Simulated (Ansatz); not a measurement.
CdPd (L1₀ or tetragonal B2, space group No. 123), plane-wave PAW PBE (Ansatz code), all energies at zero smearing, with the estimated change up to a 700 eV cutoff added, with one set of potentials and settings (totals compare only within such a set). Cell of 2 atoms (1 Cd, 1 Pd): -15228.141 eV.

| element | reference phase | E (eV/atom) |
|---|---|---|
| Cd | P6_3/mmc, 2 atoms in the cell | -8254.4547 |
| Pd | Fm-3m, 1 atoms in the cell | -6972.8544 |

Formation energy per atom, worked out: (-15228.141 − 1×(-8254.4547) − 1×(-6972.8544))/2 = -0.416 eV/atom (-40 kJ per mol of atoms), at 0 K, without zero-point energy or fitted corrections.

Space group P4/mmm (L1₀ or tetragonal B2). The workflow started from a Materials Project entry (that database holds measured and hypothetical structures alike); the Crystallography Open Database files this formula in space group No. 123, but the cells were not matched. Whether it is the stable phase at ambient conditions was not checked. Symmetry was held in the PBE relaxation; its stability against distortions is not shown here. No spin polarisation was allowed. The references are the lowest solids computed at this level, not always the standard phases.

Potentials: the later of the program's two PAW sets.
